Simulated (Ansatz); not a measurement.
Al₂Au:
```
CELL_PARAMETERS angstrom
      0.00000     3.00507     3.00507
      3.00507     0.00000     3.00507
      3.00507     3.00507     0.00000
ATOMIC_POSITIONS crystal
  Au 0.00000 0.00000 0.00000
  Al 0.25000 0.25000 0.25000
  Al 0.75000 0.75000 0.75000
```

Relaxed with r²SCAN. Special points in fractions of this cell's reciprocal vectors: Γ (0.000, 0.000, 0.000); X (0.500, 0.000, 0.500); U (0.625, 0.250, 0.625); K (0.375, 0.375, 0.750); L (0.500, 0.500, 0.500); W (0.500, 0.250, 0.750).

List the band energies nearest the Fermi level at these points for r²SCAN in the plane-wave PAW code Ansatz.

In eV from the Fermi level; about four levels below and three above (degenerate sets whole), none deeper than 8.9 eV; points with the same levels are listed once.

| k | below | above |
|---|---|---|
| Γ | -6.93 -6.93 -6.93 -5.93 -5.93 | 2.85 3.04 3.04 3.04 |
| X | -5.60 -5.30 -2.26 -2.26 | 1.55 2.37 7.98 |
| U | -5.82 -4.81 -3.55 -1.48 | 2.14 4.72 6.37 |
| L | -6.67 -6.67 -5.79 -5.79 -5.72 | 0.32 0.32 3.79 |
| W | -5.47 -4.20 -4.20 -2.29 | 4.47 4.47 5.60 |

Space group Fm-3m (fluorite or antifluorite type). The cell was relaxed with r²SCAN under the symmetry of its start; of distortions, only those at the zone centre were tested. Scalar-relativistic: spin–orbit coupling is off unless named, which matters more the heavier the elements.

Potentials: the later of the program's two PAW sets.
